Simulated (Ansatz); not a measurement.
GaP:
```yaml
crystal:
  lattice:
    - [0.00000, 2.69571, 2.69571]
    - [2.69571, 0.00000, 2.69571]
    - [2.69571, 2.69571, 0.00000]
  atoms:
    - { symbol: Ga, position: [0.00000, 0.00000, 0.00000] }
    - { symbol: P, position: [0.75000, 0.75000, 0.75000] }
```

Cartesian axes are those of the cell as given.

Question: Give the high-frequency dielectric tensor and the Born effective charge tensors of the independent atoms from DFPT, LDA (plane waves, PAW; program Ansatz).

Answer: 
ε∞:
```
10.6  0.00  0.00
0.00  10.6  0.00
0.00  0.00  10.6
```
Z* of atom 1 (Ga), rows: field, columns: displacement, in e:
```
2.05  0.00  0.00
0.00  2.05  0.00
0.00  0.00  2.05
```
Z* of atom 2 (P), rows: field, columns: displacement, in e:
```
-2.05   0.00   0.00
 0.00  -2.05   0.00
 0.00   0.00  -2.05
```

Space group F-43m (zinc blende). Symmetry was held in the LDA relaxation. Spin–orbit coupling is left out wherever it is not named.

Potentials: the earlier of the program's two PAW sets. The files were generated under PBE; for other functionals the program regenerates the frozen cores, and for LDA and PBEsol the local potential too.
